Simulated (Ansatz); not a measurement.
Pd (fcc, Cu type)

```yaml
crystal:
  lattice:
    - [0.00000, 1.93777, 1.93777]
    - [1.93777, 0.00000, 1.93777]
    - [1.93777, 1.93777, 0.00000]
  atoms:
    - { symbol: Pd, position: [0.00000, 0.00000, 0.00000] }
```

The slice is a {100} plane (indices of the conventional cell) through the point (0.000, 0.000, 0.000) (fractional), spanned by u = [100] and v = [0 1 -1] in vectors of this cell: u (2.74 Å) and v (2.74 Å, at 90° to u). It covers one period; positions are fractions (u, v).

Calculation: PBEsol (plane waves to 420 eV, PAW, scalar-relativistic; Ansatz, a first-principles code). k mesh 21×21×21. Near the nuclei the fields are pseudised (PAW); where an atom keeps semicore shells as valence, they peak there. Pd is run without spin polarisation. Pd was relaxed with its symmetry unable to fall. The PAW data are Ansatz's earlier set.

What is the ELF at the midpoint of the shortest Pd–Pd line in this plane (2.74 Å)?

0.21.

What is the valence density on the shortest Pd–Pd line in this plane (2.74 Å), at its midpoint?

0.31 e/Å³.

Sketch the valence electron density on this plane as a map.


```
|@@@@@%#*+=-::...::-=+*#%@@@@|
|@@@@%%#*+=-::...::-=+*#%%@@@|
|@@@%%##*+=-:.....:-=+*##%%@@|
|@@%%%#*+=-::.....::-=+*#%%%@|
|%%%##**+=-::.....::-=+**##%%|
|####**+=-::.......::-=+**###|
|****++=-::...   ...::-=++***|
|++++==-::...     ...::-==+++|
|====--::...       ...::--===|
|----:::...         ...:::---|
|::::::...           ...:::::|
|:::.....             .....::|
|.......               ......|
|.......               ......|
|.......               ......|
|:::.....             .....::|
|::::::...           ...:::::|
|----:::...         ...:::---|
|====--::...       ...::--===|
|++++==-::...     ...::-==+++|
|****++=-::...   ...::-=++***|
|####**+=-::.......::-=+**###|
|%%%##**+=-::.....::-=+**##%%|
|@@%%%#*+=-::.....::-=+*#%%%@|
|@@@%%##*+=-:.....:-=+*##%%@@|
|@@@@%%#*+=-::...::-=+*#%%@@@|
|@@@@@%#*+=-::...::-=+*#%@@@@|
|@@@@@%#*+=-::...::-=+*#%@@@@|
```
Scale: ten equal steps from -0.89 (start of ' ') to 1.23 (end of '@'), in the order ' .:-=+*#%@'. Values: log₁₀ of the valence density in e/Å³. The map has 28 points along u (one character each, u = 0 at the left) and 28 along v (v = 0 in the bottom row). The scale is logarithmic, as a density can span decades between atoms and voids.
